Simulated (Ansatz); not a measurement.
This Sn₂Pb₃Se₅ structure is the end of a relaxation. The cell was found from a structure generator's guess, not taken from experiment.

Level of theory: DFT PBE, scalar-relativistic, plane waves, PAW (Ansatz). Cutoff 420 eV, Γ-centred mesh, Gaussian smearing, no spin polarisation.

```
Sn Pb Se
1.0
     2.17657    1.25664   17.78300
    -2.17657    1.25664   17.78300
     0.00000   -2.51329   17.78300
Sn Pb Se
2 3 5
Direct
  0.69896 0.69896 0.69896
  0.30104 0.30104 0.30104
  0.09866 0.09866 0.09866
  0.90134 0.90134 0.90134
  0.50000 0.50000 0.50000
  0.39774 0.39774 0.39774
  0.00000 0.00000 0.00000
  0.60226 0.60226 0.60226
  0.20069 0.20069 0.20069
  0.79931 0.79931 0.79931
```

The zero of energy is the elements' standard structures at the same level; no fitted shifts are applied. The references include grey tin.

(1) Find its symmetry and describe it.

(2) What is its formation energy per atom?

(3) Is it a metal?

Results:

(1) R-3m (No. 166), with Sn and Pb ordered on rock salt sites. Conventional cell: a = 4.353 Å, c = 53.349 Å. Sn has 6 Se at 3.04–3.05 Å; Pb on a site of symmetry 3m is surrounded by 6 Se at 3.10–3.11 Å; Pb on a site of symmetry -3m has 6 Se at 3.10 Å; around Se on a site of symmetry 3m lie 3 Sn at 3.04 Å and 3 Pb at 3.11 Å; 2 more sites not described.

(2) −0.51 eV/atom. It lies below the elements, which doesn't yet make it stable against other compounds or structures.

(3) It can't be told: the gap on the 12×12×12 mesh is only 0.03 eV.

The last run used a 12×12×12 mesh for its 10-atom cell and Gaussian smearing of 0.10 eV. Spin–orbit coupling, which can matter for Pb, is left out. The reference form of Se is held partly by dispersion forces, which this level lacks. A gap this small is below the smearing, so the run can't tell it from none. Symmetry constrained the relaxation, so the result can be a saddle point.
